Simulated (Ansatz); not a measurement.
In2O3:
```xyz
5
Lattice="3.3967 0.0000 0.0000 -1.6983 2.9416 0.0000 0.0000 0.0000 5.9648" Properties=species:S:1:pos:R:3 pbc="T T T"
In     1.6983     0.9805     4.5456
In     0.0000     1.9611     1.4191
O      1.6983     0.9805     2.0740
O      0.0000     1.9611     3.8908
O      0.0000     0.0000     0.0000
```

Relaxed with LDA.

Task: Give the optical modes at the zone centre with their infrared activity from DFPT, LDA in the plane-wave PAW code Ansatz.

Result: Transverse frequencies, without the LO–TO term; a row sums one degenerate level.

```csv
ω (cm⁻¹),degeneracy,IR ((D/Å)²/amu),activity,symmetry
106,2,0.00,IR-inactive,Eg
131,2,23.64,IR,Eu
157,1,26.00,IR,A2u
172,1,0.00,IR-inactive,A1g
456,1,0.01,IR-inactive,A2u
474,1,0.00,IR-inactive,A1g
500,2,32.40,IR,Eu
536,2,0.00,IR-inactive,Eg
```

Task: How high does the top mode go among those that the LO–TO term moves?

Result: 616 cm⁻¹ for q along x, 616 cm⁻¹ for q along y, 429 cm⁻¹ for q along z.

Space group P-3m1 (La2O3 or Ni2Al3 type). The start of the workflow was typed in or built on a structure type; neither database checked (COD, Materials Project) lists it. It is not the phase usual at ambient conditions (space group No. 206). The cell was relaxed with LDA under the symmetry of its start; its stability against distortions is not shown here. The volume moved by -27 % from the start of the relaxation. A crystal of weakly bound layers computed without a dispersion correction: the cell and the soft elastic constants depend strongly on that.

Potentials: the earlier of the program's two PAW sets. The files were generated under PBE; for other functionals the program regenerates the frozen cores, and for LDA and PBEsol the local potential too.
